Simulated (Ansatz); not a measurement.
## Calculated contact hyperfine fields for MgMnVP2O8F2

Cell: a computed structure from the Materials Project (it need not be an observed phase).

Space group P-1 (No. 2); a = 5.2746, b = 5.4495, c = 7.3638 Å, α = 69.04°, β = 71.28°, γ = 89.95°.

| site | Wyckoff | site symmetry | x | y | z |
| --- | --- | --- | --- | --- | --- |
| Mg | 1f | -1 | 0.5000 | 0.0000 | 0.5000 |
| Mn | 1h | -1 | 0.5000 | 0.5000 | 0.5000 |
| V | 1a | -1 | 0.0000 | 0.0000 | 0.0000 |
| P | 2i | 1 | 0.1062 | 0.3719 | 0.2507 |
| O6 | 2i | 1 | 0.1470 | 0.2000 | 0.1129 |
| O7 | 2i | 1 | 0.8143 | 0.2856 | 0.4070 |
| O8 | 2i | 1 | 0.3155 | 0.3051 | 0.3604 |
| O9 | 2i | 1 | 0.8456 | 0.3277 | 0.8762 |
| F | 2i | 1 | 0.3327 | 0.1077 | 0.7511 |

One atom of each set is listed.

The numbers come from a DFT calculation in Ansatz (r2SCAN, plane waves and PAW, scalar-relativistic, collinear spin, 500 eV cutoff, Γ-centred 7×7×5 k-points, Fermi–Dirac smearing 0.05 eV). Start moments as typed (μB): 5 on each Mn, 1 on each V, none on the rest.

B_c = (2μ₀/3)μB(ρ↑ − ρ↓), with the spin density averaged over the Thomson radius around the nucleus, 7.77 T per e/Å³, positive along the up direction of the run. The valence column is what the valence and semicore waves of the PAW files give as listed; the rest comes from solving these waves and the inner shells again in each spin's potential.

(1) Give the site moments and the Fermi-contact fields.

## Answers

(1) The cell's net moment is 6.00 μB; the site moments, counted in spheres around the atoms, add up to 5.15 μB, and the difference lies between the spheres. One atom of each set is listed.

```json
{"site": "Mg", "m (μB)": "0.00", "B_c (T)": "-0.2", "valence column (T)": "-0.2", "rest (T)": "0.0"}
{"site": "Mn", "m (μB)": "4.11", "B_c (T)": "-28.9", "valence column (T)": "50.9", "rest (T)": "-79.8"}
{"site": "V", "m (μB)": "0.99", "B_c (T)": "-9.1", "valence column (T)": "10.0", "rest (T)": "-19.1"}
{"site": "P", "m (μB)": "0.01", "B_c (T)": "2.9", "valence column (T)": "2.7", "rest (T)": "0.1"}
{"site": "O6", "m (μB)": "-0.05", "B_c (T)": "-0.6", "valence column (T)": "-1.5", "rest (T)": "0.8"}
{"site": "O7", "m (μB)": "0.01", "B_c (T)": "4.1", "valence column (T)": "4.1", "rest (T)": "-0.1"}
{"site": "O8", "m (μB)": "0.02", "B_c (T)": "3.9", "valence column (T)": "4.0", "rest (T)": "-0.1"}
{"site": "O9", "m (μB)": "0.00", "B_c (T)": "0.1", "valence column (T)": "0.1", "rest (T)": "0.0"}
{"site": "F", "m (μB)": "0.04", "B_c (T)": "4.1", "valence column (T)": "5.0", "rest (T)": "-0.8"}
```

On Mn the field amounts to -7.0 T per μB of the site's moment: core polarisation sets it against the moment.

At this cell the r2SCAN pressure is -6 GPa, so with r2SCAN the cell would shrink if it were relaxed. The entry's cell may itself be off. The largest force is 0.4 eV/Å, so the atoms aren't at the calculated equilibrium and relaxing them would move these values. The program didn't check the stability of this electronic state in full, so a lower one may lie near. All moments on Mn and V are parallel here, as they were started; many such compounds order antiparallel, where fields on atoms that lie between magnetic neighbours largely cancel. The magnetic order is the one that the run reached from its start moments, not necessarily the measured one. Semilocal functionals underestimate core polarisation, so for a given moment the contact field on a magnetic ion comes out too small, by up to a factor of two. Orbital and dipolar fields are left out; they are small for half-filled shells and for d³ or d⁸ ions in regular octahedra, but can rival the contact field on other open-shell ions. Fields under about 2 T can be off by more than a tenth.
